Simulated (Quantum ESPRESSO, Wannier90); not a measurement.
Wannier functions of TiO2 (Pbcn)

Cell from Materials Project (mp-1439), symmetrised, no further relaxation. Not found in the COD (Crystallography Open Database) copy used, which has the formula in other groups; not checked further. Level: PBEsol, no spin polarisation, no spin-orbit coupling; pw.x of Quantum ESPRESSO at 68 Ry with PseudoDojo potentials, 4×4×4 k-points, Wannier90. Density: 8×6×6 mesh, cold smearing 0.01 Ry.

On the energy scale of pw.x, whose zero is arbitrary, the valence-band maximum lies at 8.88 eV.

Isolated groups of bands, relative to the valence-band maximum (bands from 69 on overlap up to the last one computed):

```json
[
 {"bands": "1–4", "from (eV)": "-56.14", "to (eV)": "-56.11", "filling": "filled", "weight on atomic waves": "Ti 3s 97 %"},
 {"bands": "5–16", "from (eV)": "-32.73", "to (eV)": "-32.41", "filling": "filled", "weight on atomic waves": "Ti 3p 98 %"},
 {"bands": "17–24", "from (eV)": "-17.72", "to (eV)": "-15.76", "filling": "filled", "weight on atomic waves": "O 2s 84 %, Ti 3d 7 %, Ti 4s 6 %"},
 {"bands": "25–48", "from (eV)": "-5.09", "to (eV)": "0.00", "filling": "filled", "weight on atomic waves": "O 2p 80 %, Ti 3d 16 %"},
 {"bands": "49–60", "from (eV)": "2.61", "to (eV)": "4.76", "filling": "empty", "weight on atomic waves": "Ti 3d 82 %, O 2p 15 %"},
 {"bands": "61–68", "from (eV)": "5.22", "to (eV)": "7.48", "filling": "empty", "weight on atomic waves": "Ti 3d 66 %, O 2p 25 %, O 2s 6 %"}
]
```

Input w.win:

```
num_bands = 72
num_wann = 44
exclude_bands = 1-24
num_iter = 1000
conv_tol = 1.0e-6
conv_window = 4
dis_num_iter = 1000
dis_conv_tol = 1.0e-6
dis_froz_max = 4.11
write_hr = true
write_u_matrices = true
begin projections
f=0.50906,-0.32941,-0.24489: d
f=0.50171,0.32597,0.24001: d
f=-0.00879,-0.17166,0.24406: d
f=0.00370,0.18070,-0.25411: d
f=-0.27886,-0.37597,0.08520: p
f=0.27878,0.38847,-0.08167: p
f=-0.22315,-0.12060,-0.41017: p
f=0.23127,0.11911,0.42847: p
f=0.22333,-0.11554,-0.07293: p
f=-0.23448,0.11664,0.07297: p
f=0.27853,-0.37526,0.41581: p
f=-0.26420,0.38806,-0.42144: p
end projections
begin unit_cell_cart
ang
    4.5453500000    0.0000000000    0.0000000000
    0.0000000000    5.5196200000    0.0000000000
    0.0000000000    0.0000000000    4.9092000000
end unit_cell_cart
begin atoms_frac
Ti   0.5000000000 -0.3270100000 -0.2500000000
Ti   0.5000000000  0.3270100000  0.2500000000
Ti   0.0000000000 -0.1729900000  0.2500000000
Ti   0.0000000000  0.1729900000 -0.2500000000
O   -0.2714500000 -0.3817200000  0.0813500000
O    0.2714500000  0.3817200000 -0.0813500000
O   -0.2285500000 -0.1182800000 -0.4186500000
O    0.2285500000  0.1182800000  0.4186500000
O    0.2285500000 -0.1182800000 -0.0813500000
O   -0.2285500000  0.1182800000  0.0813500000
O    0.2714500000 -0.3817200000  0.4186500000
O   -0.2714500000  0.3817200000 -0.4186500000
end atoms_frac
mp_grid = 4 4 4
begin kpoints
0.0000000000 0.0000000000 0.0000000000
0.0000000000 0.0000000000 0.2500000000
0.0000000000 0.0000000000 0.5000000000
... (61 more lines: the 4x4x4 mesh through Gamma)
end kpoints
```

The run ends without an error message, but its bands miss those of pw.x by 628 meV rms and 1.31 eV at worst (states up to 3.6 eV relative to the valence-band maximum).

What is the mistake?

Window typed relative to the reference level, not as an absolute energy. With that mended (44 functions from bands 25-96 of the 96 computed, start hydrogen-like Ti: d; O: p, centres 0.05 Å off the atoms, frozen window up to 4.11 eV relative to the valence-band maximum, outer window open) the misfit is 0.3 meV rms.
